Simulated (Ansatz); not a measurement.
Input file for Ansatz (a first-principles code):

Ansatz 0.2 input:
```yaml
crystal:
  lattice:
    - [4.5108109456, 0.0, 0.0]
    - [0.0, 5.2651899096, 0.0]
    - [0.0, 0.0, 3.2816410837]
  atoms:
    - { symbol: In, position: [0.5, 0.5, 0.5] }
    - { symbol: In, position: [0.0, 0.0, 0.0] }
    - { symbol: H, position: [0.5, 0.0, 0.5] }
    - { symbol: H, position: [0.0, 0.5, 0.0] }
    - { symbol: O, position: [0.2800221986, 0.8701141614, 0.5] }
    - { symbol: O, position: [0.7199778014, 0.1298858386, 0.5] }
    - { symbol: O, position: [0.7800221986, 0.6298858386, 0.0] }
    - { symbol: O, position: [0.2199778014, 0.3701141614, 0.0] }
kpoints:
  mp_grid: { grid: [5, 4, 6] }
hamiltonian:
  xc: hse06
  pseudopotentials: { kind: paw }
scf:
  occupations: { method: fixed }
checkpoint: { read: static.run }
output: { bader: true, populations: true }
```

Output (shortened):

```
WARN checkpoint.read: basis.xc_grid differs: saved 2, current 1 (points along each axis for each point of the dense box …
WARN checkpoint.read: where the exact-exchange loop starts from the saved orbitals it accepts no state on its first cycle, because this run solves another …
Pseudopotential: In, paw, valence charge 13
Pseudopotential: H, paw, valence charge 1
Pseudopotential: O, paw, valence charge 6
Functional definition: HSE06
davidson cushion auto → on  (no smearing: the cushion is to keep the highest requested band from converging to the state above it …
Crystal: 8 atoms, lattice volume = 77.940 Å³
Basis set: ecut = 420 eV, 1525 PW (Γ)
Bands: 34, of which v1, the nominal top of the filled ones, is band 26 counted from 1 (25 counted from 0)
Symmetry: 8 space group operations
Space group: Pnnm (ITA 58), of the structure as read, at distance tolerance 4.3e-5 Å
k-points: 36 of 120
Exchange kernel: α = 0.2500, screened, ω = 0.2079 Å⁻¹, Wigner–Seitz truncation, v(0) = 1045.8811 eV·Å³, q-mesh 5×4×6, nearest image of the exchange supercell L …
Frozen-core exchange: fock
iter 1 solved again at ethr=1.22e-9 eV; its pass at ethr=1.00e-1 eV (dr2=6.35e-7 eV) is discarded
SCF iter   1: F=—  HF=-13505.218399 eV  |F-HF|=—  |Δ(HF+E_count)|=         —  Δρ=5.21e-5  dr2=1.34e-6  ethr=1.22e-9  ⟨swp⟩=6.2  Hψ=6460  notcnv=0
preconditioner: auto → none
SCF iter   2: F=—  HF=-13505.218399 eV  |F-HF|=—  |Δ(HF+E_count)|=   3.89e-7  Δρ=2.21e-5  dr2=4.99e-6  ethr=1.22e-9  ⟨swp⟩=3.1  Hψ=3563  notcnv=0
SCF iter   3: F=—  HF=-13505.218470 eV  |F-HF|=—  |Δ(HF+E_count)|=   7.13e-5  Δρ=3.74e-5  dr2=7.81e-7  ethr=3.12e-10  ⟨swp⟩=4.8  Hψ=5000  notcnv=0  defer=3
iter 4 solved again at ethr=9.94e-12 eV; its pass at ethr=3.12e-10 eV (dr2=5.17e-9 eV) is discarded
SCF iter   4: F=-13505.218470 eV  HF=-13505.218470 eV  |F-HF|=2.89e-9  |Δ(HF+E_count)|=   2.72e-7  Δρ=3.35e-6  dr2=3.00e-8  ethr=9.94e-12  ⟨swp⟩=3.1  Hψ=6737  notcnv=0
SCF 1 converged in 4 iterations: F = -13505.218470 eV  dr2 = 3.00e-8
hybrid outer 1: dexx = +1.248e-8 eV, tail = 1.23e-7 eV
Crystal: 8 atoms, lattice volume = 77.940 Å³
Exchange kernel: α = 0.2500, screened, ω = 0.2079 Å⁻¹, Wigner–Seitz truncation, v(0) = 1045.8811 eV·Å³, q-mesh 5×4×6, nearest image of the exchange supercell L …
Frozen-core exchange: fock
SCF iter   1: F=—  HF=-13505.218470 eV  |F-HF|=—  |Δ(HF+E_count)|=         —  Δρ=9.29e-6  dr2=2.60e-8  ethr=1.92e-9  ⟨swp⟩=2.8  Hψ=2734  notcnv=0
preconditioner: auto → none
SCF iter   2: F=-13505.218470 eV  HF=-13505.218470 eV  |F-HF|=1.52e-9  |Δ(HF+E_count)|=   8.40e-9  Δρ=3.20e-6  dr2=4.14e-9  ethr=4.69e-11  ⟨swp⟩=3.4  Hψ=2958  notcnv=0
SCF 2 converged in 2 iterations: F = -13505.218470 eV  dr2 = 4.14e-9
hybrid outer 2: dexx = +8.379e-9 eV, tail = 9.14e-9 eV, Δε = 1.48e-4 eV (about 4.30e-5 eV left of the loop's levels)
hybrid SCF converged: 2 outer / 6 inner (+0 warm-up), last move |dexx| = 8.38e-9 eV, tail = 9.14e-9 eV
Stability not checked (fock_operator)
Free energy (F): -13505.218470 eV
Frozen-core exchange: fock
Harris-Foulkes:  -13505.218470 eV  (|F-HF|=1.52e-9)
Internal energy: -13505.218470 eV  (E = F + TS)
E sigma→0 (E₀):  -13505.218470 eV
Fermi energy:    6.550326 eV
--- Per-component energies (eV) ---
  E_band       = -130.254138
  E_kinetic    = 1226.201209
  E_local      = -3360.453167  (includes V_loc(G=0)·N_el)
  E_nonlocal   = 934.969533
  E_hartree    = 1271.396193
  E_xc         = -590.611874
  E_vxc        = -474.421284  (∫ρ·V_xc dr)
  E_exx        = -147.011876  (= α·E_x^exact, valence–valence)
  E_paw        = -8970.693544  (= ΣΔE_a)
  E_vpaw       = -705.326045  (= ΣTr[D̂ρ^β])
  E_aug_tail   = 0.008024  (compensation charges beyond the density's cutoff)
  E_ewald      = -3869.938786
  E_core_change = 0.915818  (= ΣΔE_core)
  E_smearing   =  0.000000  (= −TS)
  E_closure    =  0.000000  (closes the sum)
  Σ components = -13505.218470   (vs F -13505.218470, Δ=0.00e0)
  [band-id]    e_kinetic+e_local+e_nonlocal+2·e_hartree+e_vxc+2·e_exx+e_vpaw+e_augmentation_tail = -130.253097   (vs E_band -130.254138, Δ=1.04e-3)
--- Band table (eV; the first three rows and the last of 36) ---
  k-point 0: bands = ["-13.4768", "-12.7639", "-11.1245", "-11.0560", "-6.9814", "-6.7208", "-6.6998", "-6.6815", "-6.6433", "-6.4568", "-6.3498", "-6.3385", "-6.2936", "-5.7407", "0.1568", "1.1224", "2.0210", "2.6255", "3.9064", "4.1037", "5.3647", "6.1740", …
  k-point 1: bands = ["-13.3403", "-12.7120", "-11.2250", "-11.1712", "-6.8869", "-6.6494", "-6.5905", "-6.5175", "-6.4885", "-6.4424", "-6.3574", "-6.3418", "-6.3096", "-5.8383", "0.2602", "1.0461", "1.7887", "2.9265", "3.9017", "4.1300", "4.3884", "5.7406", …
  k-point 2: bands = ["-13.0174", "-12.6406", "-11.4069", "-11.3810", "-6.6978", "-6.5518", "-6.4798", "-6.4740", "-6.4595", "-6.3828", "-6.3659", "-6.0640", "-6.0037", "-5.9764", "0.5640", "0.8687", "1.3903", "2.8781", "3.6462", "3.9061", "4.1289", "4.6405", …
  k-point 35: bands = ["-12.7052", "-12.7052", "-11.4388", "-11.4388", "-6.5575", "-6.5575", "-6.4730", "-6.4730", "-6.4092", "-6.4092", "-6.2605", "-6.2605", "-5.9714", "-5.9714", "0.8466", "0.8466", "1.4148", "1.4148", "3.5485", "3.5485", "4.8498", …
  guard bands above this table: 4 of the run's 34 bands. The solve was not asked for them (output.publish_guard_bands: true or output.eigenvalues …
--- Löwdin populations: 8 sites ---
  site symbol       q [e]
     0     In     11.7267
     1     In     11.7267
     2      H      0.6422
     3      H      0.6422
     4      O      6.7694
     5      O      6.7694
     6      O      6.7694
     7      O      6.7694
  spilling = 0.003552 (of n_electrons = 52.000000)
--- Bader charges: 8 sites ---
  site symbol  charge [e]  shift [e]
     0     In      1.9928     0.0014
     1     In      1.9928     0.0014
     2      H      0.6466     0.0044
     3      H      0.6466     0.0044
     4      O     -1.3197     0.0029
     5      O     -1.3197     0.0029
     6      O     -1.3197     0.0029
     7      O     -1.3197     0.0029
  shift: an alarm, by how much a part of what the PAW files miss would move the charge. Where it is large, compare
  with a run on PAW files of another source; a small one proves nothing
  estimated error of the sums over rays = 5.3e-4 e
```

The workflow started from a Materials Project entry (that database holds measured and hypothetical structures alike); the Crystallography Open Database copy checked does not list it. COD files the formula under space group No. 31, so this cell is another polymorph or a model. Whether it is the stable phase at ambient conditions was not checked. The cell was relaxed with HSE06 under the symmetry of its start; its stability against distortions is not shown here. Spin–orbit coupling is left out wherever it is not named.

Potentials: the later of the program's two PAW sets.

Ansatz is a plane-wave DFT program.
